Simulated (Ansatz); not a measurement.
Relaxed-ion elastic tensor of B₂W in space group P6/mmm (No. 191; W on 1a, B on 2d) in GPa (Voigt order), the program Ansatz at the LDA level (PAW); density 13.35 g/cm³, 8.52 Å³ per atom.

```
665  165  271  0.0  0.0  0.0
165  665  271  0.0  0.0  0.0
271  271  446  0.0  0.0  0.0
0.0  0.0  0.0  156  0.0  0.0
0.0  0.0  0.0  0.0  156  0.0
0.0  0.0  0.0  0.0  0.0  250
```

Problem. Is the crystal mechanically stable?

Solution. Yes: the smallest eigenvalue of C is 156 GPa.

Problem. Work out the Voigt, Reuss and Hill averages.

Solution. K_V = 354, K_R = 350, K_H = 352; G_V = 183, G_R = 165, G_H = 174 GPa.

Problem. Give Young's modulus, Poisson's ratio, Pugh's ratio and the universal anisotropy index.

Solution. E = 9KG/(3K + G) = 448 GPa; ν = 0.29; K/G = 2.02 (ductile by the Pugh limit of 1.75); A_U = 5G_V/G_R + K_V/K_R − 6 = 0.58.

Problem. Estimate the sound speeds and the Debye temperature.

Solution. v_l = √((K + 4G/3)/ρ) = 6620 m/s, v_t = √(G/ρ) = 3610 m/s, mean 4030 m/s; Θ = (h/k)(3n/4πV)^(1/3) v_m = 587 K.

Problem. Solve the Christoffel equation for the three sound speeds along x, y, z.

Solution. Eigenvalues of C_ijkl n_j n_l equal ρv². In km/s, slowest first: x 3.41, 4.32, 7.06; y 3.41, 4.32, 7.06; z 3.41, 3.41, 5.78.

Problem. How much does each axis shrink under pressure?

Solution. Linear compressibilities β_i = Σ_j S_ij (j = 1 to 3): x 0.78, y 0.78, z 1.3 per TPa.

The workflow started from an entry of the Crystallography Open Database (COD), which files this formula under 2 space groups. Whether it is the stable phase at ambient conditions was not checked. The cell was relaxed with LDA under the symmetry of its start; whether a distortion lowers the energy is not shown. No spin polarisation was allowed. As this level gives no gap, shear constants depend on the k-mesh and smearing (Fermi–Dirac, 0.1 eV here). On the denser mesh and wider smearing of the elastic run this cell carries a stress of 0.5 GPa. Scalar-relativistic: spin–orbit coupling is off unless named, which matters more the heavier the elements.

Potentials: the later of the program's two PAW sets.
